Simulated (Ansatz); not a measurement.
Values for one crystal, relaxed and computed with PBE in the plane-wave PAW code Ansatz; other levels are named.

| Property | Value |
|---|---|
| Volume per atom | 14.53 Å³ |
| Electronic character | metallic (no gap) |
| Bulk modulus (Birch–Murnaghan fit) | 2150 kbar |
| Density of states at the Fermi level | 0.40 states/eV per atom (mean over ±0.08 eV) |
| Pressure derivative B′ | 4.4 |
| Gap with spin–orbit coupling | none (metallic) |
| Formation energy from the elements (no fitted shifts) | -0.69 eV/atom |

Problem. Pick the material that matches.
A) NbP, I4_1md (Nb on 4a, P on 4a)
B) InSb, zinc blende
C) SiNi, Pnma (Si on 4c, Ni on 4c)
D) MoP, P-6m2 (Mo on 1a, P on 1d)

Solution. D, MoP, P-6m2 (Mo on 1a, P on 1d)

The PBE relaxation kept the symmetry of its start. The run is not spin-polarised. The references are the lowest solids computed at this level, not always the standard phases. Scalar-relativistic: spin–orbit coupling is off unless named, which matters more the heavier the elements.

Potentials: the earlier of the program's two PAW sets.
